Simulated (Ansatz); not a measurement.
Clean, relaxed (100) surface of Ca, space group Im-3m (No. 229) (top face towards +c; atoms held fixed, by place in the list: 1, 2):

```xyz
4
Lattice="4.3230 0.0000 0.0000 0.0000 4.3230 0.0000 0.0000 0.0000 23.4845" Properties=species:S:1:pos:R:3 pbc="T T T"
Ca    2.1615    2.1615    8.5000
Ca    0.0000    0.0000   10.6615
Ca    2.1615    2.1615   12.7449
Ca    0.0000    0.0000   14.9566
```

All numbers below come from DFT PBEsol, scalar-relativistic, plane waves, PAW (Ansatz). Plane waves to 420 eV, a k mesh through Γ of 7×7×1 on the computed 4-atom cell and Gaussian smearing (0.10 eV); no spin polarisation. The cell repeats along c with a dipole correction in the vacuum.

H (atom) is adsorbed on the top face, one adsorbate per 18.7 Å², and relaxed from 2 starting sites (fractions of a and b). The adsorption energy is E(slab + adsorbate) − E(slab) − E(free adsorbate, spin-polarised where open-shell). Heights count from the highest slab atom after relaxation. Δφ is the top face's. Δp counts per cell along +c. Bonded neighbours lie within 1.25 times the sum of covalent radii (1.35 for H) and, on that scale, within 12 % of the closest. With the adsorbate the cell is lengthened along c to keep the vacuum.

```csv
start,ends at,E_ads (eV),height (Å),shortest contact,Δφ (eV),Δp (e·Å)
"top (Ca) at (0.00, 0.00)","(0.00, 0.00), 1 bonded neighbour (Ca)",-1.49,1.97,H–Ca 1.97 Å,+3.75,-0.389
"bridge (Ca-Ca) at (0.00, 0.50), 1.0 Å under the top layer","(0.00, 0.50), 4 bonded neighbours (Ca)",-3.07,-0.90,H–Ca 2.34 Å,+0.09,-0.008
```

Among the sites tried, the lowest end comes from the bridge (Ca-Ca) at (0.00, 0.50), 1.0 Å under the top layer start; other sites may lie lower.

Each end is the local minimum or symmetric point that its start leads to. This isn't the usual crystal structure of Ca. The slab is only 6.5 Å thick, so the energies aren't converged with thickness.

The adsorbed runs have no spin polarisation, so weakly bound open-shell ends lie too high.